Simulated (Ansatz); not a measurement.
Computed energy against volume: CdO (rock salt)

CdO (rock salt)

```xyz
2
Lattice="0.0000 2.3842 2.3842 2.3842 0.0000 2.3842 2.3842 2.3842 0.0000" Properties=species:S:1:pos:R:3 pbc="T T T"
O      0.0000     0.0000     0.0000
Cd     2.3842     2.3842     2.3842
```

The volume is varied about the relaxed value V₀ at fixed cell shape. Symmetry pins the atoms to their sites.

These are PBE (plane waves to 420 eV, PAW, scalar-relativistic; Ansatz, a first-principles code) values and carry that method's errors. k mesh 12×12×12 (Γ-centred), Fermi-Dirac smearing 0.05 eV. The energy includes the smearing's −TS. Compression counts positive. CdO was relaxed with its symmetry unable to fall. The PAW data are Ansatz's earlier set. The zero of ΔE is the relaxed starting cell.

| a (Å) | ΔE (meV/atom) | P (GPa) |
|---|---|---|
| 4.6038 | 65 | 17.0 |
| 4.6320 | 44 | 13.5 |
| 4.6599 | 27 | 10.2 |
| 4.6875 | 15 | 7.3 |
| 4.7148 | 6 | 4.6 |
| 4.7417 | 2 | 2.2 |
| 4.7683 | 0 | 0.0 |
| 4.7947 | 1 | -2.0 |
| 4.8207 | 6 | -3.8 |
| 4.8465 | 12 | -5.5 |
| 4.8720 | 21 | -7.0 |
| 4.8973 | 32 | -8.3 |
| 4.9223 | 44 | -9.5 |

Derived quantities:

```yaml
pressure_at_the_smallest_volume: 17.0 GPa
energy_cost_of_the_largest_compression: 65 meV/atom
energy_cost_of_the_largest_expansion: 44 meV/atom
Bulk modulus B₀ (third-order Birch-Murnaghan fit): 126 GPa
Pressure derivative B₀′ (fit): 4.8
equilibrium_volume_of_the_fit: 13.55 Å³/atom
Pressure for 5 % compression (fit): 7.3 GPa
```

(A scan under strain: stresses follow from slopes of the energy per volume, elastic moduli from its curvatures.)
